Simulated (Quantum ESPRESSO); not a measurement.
pw.x input (Quantum ESPRESSO 7.5; PBEsol, PseudoDojo standard norm-conserving files, scalar-relativistic):

```
&CONTROL
  calculation = 'scf'
  pseudo_dir = './pseudo'
  outdir = './out'
  tprnfor = .true.
  tstress = .true.
/
&SYSTEM
  ibrav = 0
  nat = 7
  ntyp = 3
  ecutwfc = 84.0
  ecutrho = 336.0
  occupations = 'smearing'
  smearing = 'fd'
  degauss = 0.002
  nbnd = 51
/
&ELECTRONS
  conv_thr = 7.000000000000001e-10
/
ATOMIC_SPECIES
P 30.9738 P.upf
Zn 65.3800 Zn.upf
Br 79.9040 Br.upf
CELL_PARAMETERS angstrom
  6.597110000000   0.000000000000   0.000000000000
  0.000000000000   4.006560000000   0.000000000000
 -0.076308000000   0.000000000000   6.933020000000
ATOMIC_POSITIONS crystal
P   0.370900000000   0.500000000000   0.177400000000
Zn   0.474090000000   0.000000000000   0.299390000000
Zn   0.500490000000   0.500000000000   0.874710000000
Zn   0.026180000000   0.500000000000   0.151050000000
Br   0.869330000000   0.000000000000   0.328600000000
Br   0.867170000000   0.500000000000   0.832250000000
Br   0.387830000000   0.000000000000   0.669950000000
K_POINTS automatic
4 8 4 0 0 0
```

End of the output:

```

[...]
     the Fermi energy is     5.5607 ev
!    total energy              =   -1361.95541101 Ry
     estimated scf accuracy    <          1.3E-10 Ry
     smearing contrib. (-TS)   =      -0.00000000 Ry
     internal energy E=F+TS    =   -1361.95541101 Ry
     The total energy is F=E-TS. E is the sum of the following terms:
     one-electron contribution =   -1293.24700011 Ry
     hartree contribution      =     657.31197853 Ry
     xc contribution           =    -168.34194979 Ry
     ewald contribution        =    -557.67843964 Ry
     convergence has been achieved in  11 iterations
     Forces acting on atoms (cartesian axes, Ry/au):
     atom    1 type  1   force =    -0.00022628    0.00000000    0.00035631
     atom    2 type  2   force =     0.00096926    0.00000000    0.00201717
     atom    3 type  2   force =     0.00183486    0.00000000   -0.00118373
     atom    4 type  2   force =    -0.00307542    0.00000000   -0.00205779
     atom    5 type  3   force =    -0.00051195    0.00000000   -0.00318930
     atom    6 type  3   force =    -0.00135143    0.00000000    0.00346576
     atom    7 type  3   force =     0.00236097    0.00000000    0.00059157
     Total force =     0.007338     Total SCF correction =     0.000061
     Computing stress (Cartesian axis) and pressure
          total   stress  (Ry/bohr**3)                   (kbar)     P=       -8.41
  -0.00005884   0.00000000  -0.00000073           -8.66        0.00       -0.11
   0.00000000  -0.00005669   0.00000000            0.00       -8.34        0.00
  -0.00000073   0.00000000  -0.00005599           -0.11        0.00       -8.24
```
In a gapped system the printed Fermi energy is only some level inside the gap.

Spin-orbit coupling is not included.

Geometry of the Materials Project entry, not relaxed at this level.
